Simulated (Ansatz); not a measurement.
# NaF: modes and screening against the lattice constant

Level of theory: DFT LDA, scalar-relativistic, plane waves, PAW (Ansatz). Cutoff 420 eV, 8×8×8 k-points (Γ-centred), fixed occupations. No spin polarisation. Phonons by linear response, acoustic sum rule imposed.

The cell is fixed (symmetry leaves no force on the atoms) and stands under -4.1 GPa:
```yaml
crystal:
  lattice:
    - [0.00000, 2.31200, 2.31200]
    - [2.31200, 0.00000, 2.31200]
    - [2.31200, 2.31200, 0.00000]
  atoms:
    - { symbol: Na, position: [0.00000, 0.00000, 0.00000] }
    - { symbol: F, position: [0.50000, 0.50000, 0.50000] }
```

The cell is the ideal cubic rocksalt prototype.

How do the optical zone-centre modes (counted from the lowest optical one, degenerate ones once; i marks imaginary ones; without the LO field) and the screening change over a = 4.224, 4.540 and 4.624 Å (k meshes 10×10×10, 8×8×8, 8×8×8)?

Results:

```tsv
a (Å)	4.224	4.540	4.624
pressure (GPa)	18.4	-1.4	-4.1
gap on the mesh (eV)	7.75	6.31	6.01
ε∞	1.97	1.92	1.91
ε0	3.4	4.9	5.7
mode 1 (cm⁻¹)	408	260	226
```

Cost: 3 runs of about 8.1 core-minutes in all, on Intel Xeon Processor @ 2.50GHz (Skylake/Cascade Lake) (shared hosts).